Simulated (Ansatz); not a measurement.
LuBRh3 (cubic perovskite, Pm-3m) at seven volumes, the program Ansatz at the r²SCAN level (PAW), scaled uniformly. One row is withheld.

| V (Å³/atom) | P (GPa) |
|---|---|
| 12.932 | 24.13 |
| 13.358 | 14.71 |
| 13.784 | 6.74 |
| 14.211 | 0.00 |
| 14.637 | -5.70 |
| 15.063 | ? |
| 15.490 | -14.59 |

Fit the shown pressures and predict the withheld one.

P = (3/2)B₀(x^(7/2) − x^(5/2))[1 + (3/4)(B′ − 4)(x − 1)] with x = (V₀/V)^(2/3). Least squares on the six rows gives V₀ = 14.211 Å³/atom, B₀ = 206 GPa, B′ = 4.58. At V = 15.063, x = 0.9619 and P = -10.50 GPa. The run itself gave -10.52 GPa.

The workflow started from an entry of the Crystallography Open Database (COD). Its standing as an ambient phase is unchecked. The r²SCAN relaxation kept the symmetry of its start; whether a distortion lowers the energy is not shown. No spin polarisation was allowed. Scalar-relativistic: spin–orbit coupling is off unless named, which matters more the heavier the elements.

Potentials: the later of the program's two PAW sets.
